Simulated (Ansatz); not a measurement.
Input and command of a plane-wave DFT calculation in Ansatz:

```yaml
crystal:
  lattice:
    - [0.0, 2.769918559, 2.769918559]
    - [2.769918559, 0.0, 2.769918559]
    - [2.769918559, 2.769918559, 0.0]
  atoms:
    - { symbol: Mo, position: [0.0, 0.0, 0.0], spin: 2.0 }
    - { symbol: S, position: [0.5, 0.5, 0.5] }
basis:
  ecutwfc: 500
kpoints:
  mp_grid: { grid: [14, 14, 14] }
hamiltonian:
  xc: r2scan
  hubbard: { sites: [{ species: Mo, l: d, u_eff: 4.38 }] }
scf:
  occupations: { method: gaussian, width: 0.1 }
output:
  forces: true
  stress: true
  eigenvalues: true
  populations: true
magnetization:
  spin_polarized: true
```

```bash
ansatz run input.yaml --threads 1 --pin off --max-ram 2560MiB --backend cpu --events-out ev --progress --plain --runs-dir out
```

Processor: Intel(R) Xeon(R) Processor @ 2.50GHz (Skylake/Cascade Lake), 1 thread, on a host shared with other jobs.

Task: How long does it run, and how much memory does it take?

Result: About 53 s on 1 thread of Intel(R) Xeon(R) Processor @ 2.50GHz (Skylake/Cascade Lake), on a shared host, peak memory 0.61 GiB. It solves 15 bands at 104 k points (the mesh reduced by symmetry) with about 1067 plane waves, in 14 SCF iterations.
